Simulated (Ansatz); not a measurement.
Is this Mg₃Zn₂O₅ structure a true minimum?

It was reached by relaxing an invented guess, and it needn't be the stable form of this composition.

Theory: DFT PBE, scalar-relativistic, plane waves, PAW in Ansatz. Cutoff 420 eV; k points 10×10×10 on the computed 10-atom cell (Γ-centred); Gaussian smearing, width 0.02 eV; no spin polarisation.

The cell below (10 atoms, space group Immm (No. 71)) is relaxed within its symmetry.

```
CELL_PARAMETERS angstrom
-1.51784 2.14094 7.56935
1.51784 -2.14094 7.56935
1.51784 2.14094 -7.56935
ATOMIC_POSITIONS crystal
Mg 0.40042 0.40042 0.00000
Mg 0.59958 0.59958 0.00000
Mg 0.00000 0.00000 0.00000
Zn 0.80039 0.80039 0.00000
Zn 0.19961 0.19961 0.00000
O 0.09747 0.59747 0.50000
O 0.30241 0.80241 0.50000
O 0.50000 0.00000 0.50000
O 0.69759 0.19759 0.50000
O 0.90253 0.40253 0.50000
```

For the test it was strained at random (σ = 1.5 % a component), the atoms were moved at random (σ = 0.15 Å), and all was relaxed again on a coarse 4×4×4 mesh (in the run’s order of axes) with 0.10 eV smearing, with no symmetry imposed.

**Question.** Does it come back?

**Answer.** It returns, within 1 meV/atom of the unmoved cell on that mesh and with the same symmetry when read at 0.1 Å. So it is stable against the distortions that fit this cell and that this random move excites. Modes that don't fit the cell aren't tested.
